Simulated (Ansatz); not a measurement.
# Co: do energies and stresses tell the same story?

All numbers below come from DFT PBEsol, scalar-relativistic, plane waves, PAW in Ansatz.

Plane waves to 420 eV, a k mesh through Γ of 18×18×10 on the computed 2-atom cell and Gaussian smearing (0.10 eV); collinear spin from starting moments 1.8 1.8 μB.

Relaxed cell: P6_3/mmc, a = 2.456 Å, b = 2.456 Å, c = 3.969 Å, α = 90.00°, β = 90.00°, γ = 120.00°, 2 atoms in the primitive cell.

Energies at zero smearing and pressures from the stress tensor, at volumes with shape and atoms relaxed:
```csv
V (Å³/atom),E − E(first) (meV/atom),P (GPa)
9.127,0.00,42.40
9.438,-69.38,29.20
9.749,-114.89,17.83
10.060,-139.84,8.14
10.371,-147.49,0.02
10.682,-140.71,-6.85
10.993,-121.54,-12.67
11.408,-80.04,-18.92
```

**Question.** Check P = −dE/dV between neighbouring volumes, and get the bulk modulus from the pressures alone.

**Answer.** With 1 eV/Å³ = 160.2 GPa:
| middle V (Å³/atom) | −ΔE/ΔV (GPa) | mean P (GPa) |
| --- | --- | --- |
| 9.282 | 35.727 | 35.799 |
| 9.593 | 23.432 | 23.512 |
| 9.905 | 12.852 | 12.986 |
| 10.216 | 3.938 | 4.081 |
| 10.527 | -3.493 | -3.415 |
| 10.838 | -9.868 | -9.759 |
| 11.201 | -16.028 | -15.793 |

The two differ by 0.24 GPa at most. The mean of two end pressures misses the average over a step by about ΔV² P″/12, up to 0.17 GPa here; with that taken off 0.13 GPa remains. The stress is the derivative of the free energy, not of the energy at zero smearing, and with free energies 0.03 GPa remains. Around V = 10.371 Å³/atom, the two neighbours give B = −V ΔP/ΔV = 10.371 × 14.99 / 0.622 = 249.9 GPa, against B0 = 249.4 GPa from the Birch–Murnaghan fit of the energies.

Only this magnetic start was tried.

Cost: 9 runs of about 5.9 core-minutes in all, on Arm Neoverse V2 (shared hosts).